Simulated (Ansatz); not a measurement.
SiO2:
```
CELL_PARAMETERS angstrom
      4.07162     0.00000     0.00000
      0.00000     5.03012     0.00000
      0.00000     0.00000     4.48325
ATOMIC_POSITIONS crystal
  Si 0.50000 0.34816 0.75000
  Si 0.50000 0.65184 0.25000
  Si 0.00000 0.15184 0.25000
  Si 0.00000 0.84816 0.75000
  O  0.26883 0.61794 0.58039
  O  0.73117 0.38206 0.41961
  O  0.23117 0.88206 0.08039
  O  0.76883 0.11794 0.91961
  O  0.76883 0.88206 0.41961
  O  0.23117 0.11794 0.58039
  O  0.73117 0.61794 0.91961
  O  0.26883 0.38206 0.08039
```

Relaxed with r²SCAN. Special points in fractions of this cell's reciprocal vectors: Γ (0.000, 0.000, 0.000); X (0.500, 0.000, 0.000); S (0.500, 0.500, 0.000); Y (0.000, 0.500, 0.000); Z (0.000, 0.000, 0.500); U (0.500, 0.000, 0.500); R (0.500, 0.500, 0.500); T (0.000, 0.500, 0.500).

Task: List the band energies nearest the valence-band maximum at these points for the program Ansatz at the r²SCAN level (PAW).

Result: In eV from the valence-band maximum; about four levels below and three above (degenerate sets whole), none deeper than 8.9 eV; points with the same levels are listed once.

| k | below | above |
|---|---|---|
| Γ | -0.80 -0.40 -0.36 0.00 | 6.75 8.80 9.93 |
| X | -0.56 -0.56 -0.40 -0.40 | 8.91 8.91 9.35 9.35 |
| S | -1.21 -1.21 -0.51 -0.51 | 9.32 9.32 10.50 10.50 |
| Y | -1.74 -1.74 -0.24 -0.24 | 8.66 8.66 11.02 11.02 |
| Z | -0.77 -0.77 -0.49 -0.49 | 8.97 8.97 9.29 9.29 |
| U | -0.82 -0.82 -0.82 -0.82 | 8.79 8.79 8.79 8.79 |
| R | -1.04 -1.04 -1.04 -1.04 | 9.41 9.41 9.41 9.41 |
| T | -0.79 -0.79 -0.79 -0.79 | 10.06 10.06 10.06 10.06 |

Space group Pbcn. The workflow started from a Materials Project entry (that database holds measured and hypothetical structures alike); the Crystallography Open Database copy checked does not list it. It is not the phase usual at ambient conditions (space group No. 92, 152, 154). The cell was relaxed with r²SCAN under the symmetry of its start; of distortions, only those at the zone centre were tested.

Potentials: the later of the program's two PAW sets.
